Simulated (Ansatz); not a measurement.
KMgF3:
```
KMgF3
1.0
    3.90846     0.00000     0.00000
    0.00000     3.90846     0.00000
    0.00000     0.00000     3.90846
K Mg F
1 1 3
Direct
  0.50000   0.50000   0.50000
  0.00000   0.00000   0.00000
  0.00000   0.50000   0.00000
  0.50000   0.00000   0.00000
  0.00000   0.00000   0.50000
```

Relaxed with LDA.

Problem. Give the optical modes at the zone centre with their infrared and Raman activity from DFPT, LDA (plane waves, PAW; program Ansatz).

Solution. Transverse frequencies, without the LO–TO term; a row sums one degenerate level.

```csv
ω (cm⁻¹),degeneracy,IR ((D/Å)²/amu),Raman (Å⁴/amu),activity,symmetry
156,3,5.41,0,IR,T1u
186,3,0.00,0,silent,T2u
286,3,8.63,0,IR,T1u
513,3,12.18,0,IR,T1u
```

Problem. How high does the top mode go among those that the LO–TO term moves?

Solution. 595 cm⁻¹ for q along x.

Space group Pm-3m (cubic perovskite). The LDA relaxation kept the symmetry of its start; phonons on a q-mesh show no instability.

Potentials: the later of the program's two PAW sets.
